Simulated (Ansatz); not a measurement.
Si2Ni (fluorite or antifluorite type, Fm-3m) under volume change, LDA in the plane-wave PAW code Ansatz, scaled uniformly.

```tsv
V (Å³/atom)	E − E(relaxed) (meV/atom)	P (GPa)
11.599	64.8	19.77
11.982	27.0	12.05
12.364	6.3	5.49
12.746	0.0	0.00
13.129	5.5	-4.52
13.511	21.1	-8.39
13.894	45.1	-11.64
```

Task: What does a third-order Birch–Murnaghan fit give for V₀, B₀ and B′?

Result: V₀ = 12.75 Å³/atom, B₀ = 166 GPa, B′ = 4.8.

The LDA relaxation kept the symmetry of its start; of distortions, only those at the zone centre were tested. The run is not spin-polarised.

Potentials: the earlier of the program's two PAW sets.
